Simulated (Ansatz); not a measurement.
CdCO₃ (space group R-3c)

```
CELL_PARAMETERS angstrom
      2.47190     1.42715     5.43107
     -2.47190     1.42715     5.43107
      0.00000    -2.85430     5.43107
ATOMIC_POSITIONS crystal
  Cd 0.00000 0.00000 0.00000
  Cd 0.50000 0.50000 0.50000
  C  0.25000 0.25000 0.25000
  C  0.75000 0.75000 0.75000
  O  0.25000 0.98987 0.51013
  O  0.75000 0.01013 0.48987
  O  0.51013 0.25000 0.98987
  O  0.48987 0.75000 0.01013
  O  0.98987 0.51013 0.25000
  O  0.01013 0.48987 0.75000
```

This relaxed cell (volume V₀) is scaled evenly in all directions, its shape held. The atoms relax within the cell's symmetry.

Level of theory: r2SCAN (plane waves to 500 eV, PAW, scalar-relativistic; Ansatz, a quantum-chemistry and plane-wave program). k mesh 8×8×8 (Γ-centred), Fermi-Dirac smearing 0.05 eV. The energy includes the smearing's −TS. Stress and pressure are positive under compression. With the shape held, the modulus is that of even scaling; a crystal free to change shape is softer. CdCO3 was relaxed with its symmetry unable to fall. ΔE is measured from the relaxed starting cell.

The scan covers V/V₀ from 0.900 to 1.100 in 9 points.

Task: What is ΔE at V/V₀ = 1.100?

Result: 33.3 meV/atom.

Task: What is ΔE at V/V₀ = 0.900?

Result: 50.4 meV/atom.

Task: What pressure does the cell carry at V/V₀ = 0.900?

Result: 15.7 GPa.

(Under strain, the slope of the energy per volume gives the stress and its curvature an elastic modulus.)
